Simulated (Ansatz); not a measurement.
# Harmonic thermodynamics of SnGe$_{3}$O$_{8}$

The calculation used DFT PBE, scalar-relativistic, plane waves, PAW in Ansatz 0.2.0. Cutoff 420 eV, 6×6×6 k-points (Γ-centred), fixed occupations. No spin polarisation. Phonons by linear response, acoustic sum rule imposed.

Relaxed structure:
Space group Immm (No. 71). a = 5.985 Å, b = 6.430 Å, c = 6.530 Å, α = 90.00°, β = 90.00°, γ = 90.00°
```csv
atom,site,symmetry,x,y,z
Sn,2b,mmm,0.5000,0.0000,0.0000
Ge,2a,mmm,0.0000,0.0000,0.0000
Ge,4f,2mm,0.2526,0.0000,0.5000
O,4i,mm2,0.0000,0.0000,0.6881
O,4j,mm2,0.0000,0.5000,0.1850
O,8n,..m,0.2663,0.3014,0.5000
```

The cell was found from a structure generator's guess, not taken from experiment. Spin–orbit coupling is left out, which matters for heavy elements. The q mesh is coarse, so values between its points are rough.

Force constants from linear response on a 2×2×2 q mesh, interpolated to a fine mesh.

Phonon density of states, in bins of 20 cm⁻¹:
bin centre (cm⁻¹), share of modes (%) and a bar:
```
       10        0.0
       30        0.1
       50        0.2 #
       70        0.5 ###
       90        1.1 ######
      110        2.8 ###############
      130        4.0 ######################
      150        3.2 ##################
      170        3.8 #####################
      190        4.0 ######################
      210        3.1 #################
      230        3.7 ####################
      250        4.2 #######################
      270        5.5 ##############################
      290        4.2 #######################
      310        4.6 #########################
      330        3.0 #################
      350        3.4 ###################
      370        3.4 ##################
      390        0.8 ####
      410        0.2 #
      430        2.1 ############
      450        2.5 ##############
      470        3.0 #################
      490        2.4 #############
      510        1.3 #######
      530        2.6 ##############
      550        4.6 #########################
      570        2.8 ################
      590        1.9 ##########
      610        3.0 ################
      630        4.3 ########################
      650        2.0 ###########
      670        1.4 ########
      690        1.8 ##########
      710        2.7 ###############
      730        1.6 #########
      750        1.5 ########
      770        0.0
      790        2.8 ###############
```

Q: Give the zero-point energy per atom.

A: 73.8 meV.

Q: How large are the vibrational entropy and heat capacity at 300 K?

A: S = 1.99 k_B and C_V = 2.19 k_B per atom, 73 % of the Dulong–Petit value.

Q: Tabulate them against temperature.

A:
```tsv
T (K)	F_vib (meV/atom)	S (k_B/atom)	C_V (k_B/atom)
100	72.8	0.38	0.76
200	66.0	1.21	1.66
300	52.1	1.99	2.19
400	32.0	2.67	2.48
500	6.4	3.24	2.64
600	-23.7	3.73	2.74
700	-57.7	4.16	2.81
800	-95.2	4.54	2.85
900	-135.8	4.87	2.88
1000	-179.1	5.18	2.90
```
